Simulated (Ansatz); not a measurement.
**Barrier of one jump, Cr in In**

Theory: DFT PBEsol, scalar-relativistic, plane waves, PAW (Ansatz). Settings: 420 eV cutoff, 3×3×3 k-mesh, Gaussian smearing of 0.10 eV, collinear spin.

In a supercell of 16 host sites, Cr trades places with a neighbouring In vacancy, moving 2.88 Å between the relaxed ends. Climbing-image nudged elastic band at fixed cell with images 0 (start) to 6 (end), the path measured over all atoms, converged to 0.05 eV/Å; the order of the saddle wasn't checked, and the small cell leaves errors of about a tenth of an eV.

Start:

```
CELL_PARAMETERS angstrom
7.45178 0.00000 0.00000
0.00000 7.45178 0.00000
0.00000 0.00000 7.45178
ATOMIC_POSITIONS crystal
Cr 0.01338 0.01338 0.01338
In 0.39846 0.06138 0.06138
In 0.06138 0.39846 0.06138
In 0.06138 0.06138 0.39846
In 0.50537 0.50537 0.97557
In 0.50537 0.97557 0.50537
In 0.71879 0.23385 0.23385
In 0.97557 0.50537 0.50537
In 0.23385 0.71879 0.23385
In 0.23385 0.23385 0.71879
In 0.51712 0.51712 0.51712
In 0.76653 0.76653 0.21262
In 0.76653 0.21262 0.76653
In 0.21262 0.76653 0.76653
In 0.77979 0.77979 0.77979
```

Atom 1 jumps to (1.763, 1.763, 1.763) Å.

Give the energy along the band and the structure at its top.

```tsv
image	path (Å)	E − E(0) (eV)	Cr x (Å)	Cr y (Å)	Cr z (Å)	force on Cr (eV/Å)
0	0.00	0.000	0.100	0.100	0.100	0.00
1	0.85	0.069	0.288	0.288	0.288	0.04
2	1.70	0.175	0.588	0.588	0.588	0.14
3	2.55	0.282	0.931	0.931	0.931	0.00
4	3.40	0.175	1.275	1.275	1.275	0.14
5	4.25	0.069	1.575	1.575	1.575	0.04
6	5.10	0.000	1.763	1.763	1.763	0.00
```

Barrier 0.28 eV. Image 3:
```
CELL_PARAMETERS angstrom
7.45178 0.00000 0.00000
0.00000 7.45178 0.00000
0.00000 0.00000 7.45178
ATOMIC_POSITIONS crystal
Cr 0.12500 0.12500 0.12500
In 0.49216 0.00960 0.00960
In 0.00960 0.49216 0.00960
In 0.00960 0.00960 0.49216
In 0.48646 0.48646 0.01903
In 0.48646 0.01903 0.48646
In 0.75784 0.24040 0.24040
In 0.01903 0.48646 0.48646
In 0.24040 0.75784 0.24040
In 0.24040 0.24040 0.75784
In 0.49959 0.49959 0.49959
In 0.76354 0.76354 0.23097
In 0.76354 0.23097 0.76354
In 0.23097 0.76354 0.76354
In 0.75041 0.75041 0.75041
```

Cost: 1 run of about 44 core-minutes, on Intel Xeon 6975P-C (Granite Rapids) (shared hosts).